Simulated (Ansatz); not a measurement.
The start is a generated cell, Pd placed in the beta-Sn structure type. A full variable-cell relaxation at zero pressure is run with r2SCAN (plane waves to 500 eV, PAW, scalar-relativistic; Ansatz, a first-principles code). The first steps use a coarse 14×14×14 k-mesh.

Input geometry:
```
CELL_PARAMETERS angstrom
     -2.41929     2.41929     1.31999
      2.41929    -2.41929     1.31999
      2.41929     2.41929    -1.31999
ATOMIC_POSITIONS crystal
  Pd 0.75000 0.25000 0.50000
  Pd 0.00000 0.00000 0.00000
```

Question: How large is the pressure on the unrelaxed cell, and of which sign?

Answer: +11.5 GPa (positive: the cell is compressed).

Question: By how much does the energy per atom fall from start to end?

Answer: 0.04 eV/atom.

Question: How does the volume change?

Answer: +6.6 %, from 15.45 to 16.47 Å³/atom.

Question: How do the shortest distances between atoms change?

Answer: The closest pairs of elements (up to four, under 3.6 Å), start → end: Pd–Pd 2.51 → 2.57 Å.

Question: Write out the relaxed structure.

Answer: 
Space group I4₁/amd, origin choice 1 (No. 141); a = 4.971 Å, b = 4.971 Å, c = 2.666 Å, α = 90.00°, β = 90.00°, γ = 90.00°

| atom | site | symmetry | x | y | z |
|---|---|---|---|---|---|
| Pd | 4a | -4m2 | 0.0000 | 0.0000 | 0.0000 |
(The calculation used a cell of 2 atoms; values per cell refer to that cell.)

The space group stays I4₁/amd (No. 141) (the run could not lower it); the end is AFLOW prototype A_tI4_141_a (A5, as in Sn), with 2 atoms in the primitive cell. Final values are on a 20×20×20 k-mesh of the relaxed cell. No spin polarisation in the result.

The run could not lose the symmetry of its start: the end is stationary, and may be a saddle point rather than a minimum.

All atoms sit on sites fixed by symmetry, so only the cell could relax.

The relaxed structure here is a generated cell of Pd: the first start was made by placing the elements on the sites of a structure type, and the end was not matched to a known phase here, so it may be hypothetical. Known forms of Pd include space group No. 225.
